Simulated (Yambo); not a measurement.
```
SrCl2
1.0
    0.00000     3.52210     3.52210
    3.52210     0.00000     3.52210
    3.52210     3.52210     0.00000
Cl Sr
2 1
Direct
  0.75000   0.75000   0.75000
  0.25000   0.25000   0.25000
  0.00000   0.00000   0.00000
```

Workflow: PBEsol (Quantum ESPRESSO, PseudoDojo norm-conserving, 68 Ry, without SOC), then G0W0 in Yambo (4×4×4 Γ-centred k mesh, 152 bands and a 8 Ry block in the screening, 152 bands in G with the Bruneval-Gonze terminator, plasmon pole fitted at 27.2 eV).

Q: Give the PBEsol and G0W0 gaps between the band edges found on this mesh, and say where the edges lie.

A: Edges: X → Γ. PBEsol: 5.04 eV; G0W0: 7.54 eV. Convergence of the G0W0 settings was not tested. 

Geometry strained from the cell relaxed with PBEsol, atoms relaxed again.
